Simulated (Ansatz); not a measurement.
All numbers below come from DFT PBE, scalar-relativistic, plane waves, PAW (Ansatz 0.2.0). Cutoff 420 eV, Γ-centred 6×6×4 mesh (12-atom cell), Gaussian smearing of 0.02 eV, no spin polarisation.

Formation energies are uncorrected and count from the elements' standard states at the same level.

Question: Suggest a trial structure for a trigonal semiconductor that holds Zr and 2 more elements, with a gap near 1.2 eV, a formation energy near −1.57 eV/atom and about 26 Å³ per atom, in a cell of 12 atoms.

Answer: Hf3ZrS8, space group P-3m1 (No. 164). Zr has 6 S at 2.57 Å and 6 Hf at 3.66 Å; around Hf lie 6 S at 2.56 Å, 2 Zr at 3.66 Å and 4 Hf at 3.66 Å; S on a site of symmetry m is surrounded by 2 Hf at 2.56 Å and 1 Zr at 2.57 Å; around S on a site of symmetry 3m lie 3 Hf at 2.56 Å.

```cif
data_structure
_symmetry_space_group_name_H-M 'P 1'
_symmetry_Int_Tables_number 1
_cell_length_a 7.3189
_cell_length_b 7.3189
_cell_length_c 6.8187
_cell_angle_alpha 90.000
_cell_angle_beta 90.000
_cell_angle_gamma 120.000
_cell_volume 316.32
loop_
_atom_site_label
_atom_site_type_symbol
_atom_site_fract_x
_atom_site_fract_y
_atom_site_fract_z
_atom_site_occupancy
Zr1 Zr 0.00000 0.00000 0.00000 1
Hf1 Hf 0.00000 0.50000 0.00000 1
Hf2 Hf 0.50000 0.00000 0.00000 1
Hf3 Hf 0.50000 0.50000 0.00000 1
S1 S 0.33556 0.16778 0.78771 1
S2 S 0.33333 0.66667 0.78814 1
S3 S 0.83222 0.16778 0.78771 1
S4 S 0.83222 0.66444 0.78771 1
S5 S 0.16778 0.33556 0.21229 1
S6 S 0.16778 0.83222 0.21229 1
S7 S 0.66667 0.33333 0.21186 1
S8 S 0.66444 0.83222 0.21229 1
```

The volume per atom is 26.4 Å³ and the density is 4.6 g/cm³. The energy over the elements is −1.574 eV/atom. The gap on the 6×6×4 mesh of the 12-atom cell is 1.18 eV.

It was reached by relaxing an invented guess, and it needn't be the stable form of this composition. Other answers may fit too; this one was computed.

Weakly bound directions are ill-defined at this level, which has no dispersion term. Spin–orbit coupling, which can matter for Hf, is left out. Kohn–Sham gaps at this level usually fall short of measured ones. The reference form of S is held partly by dispersion forces, which this level lacks. A structure relaxed within its symmetry needn't be a true minimum.
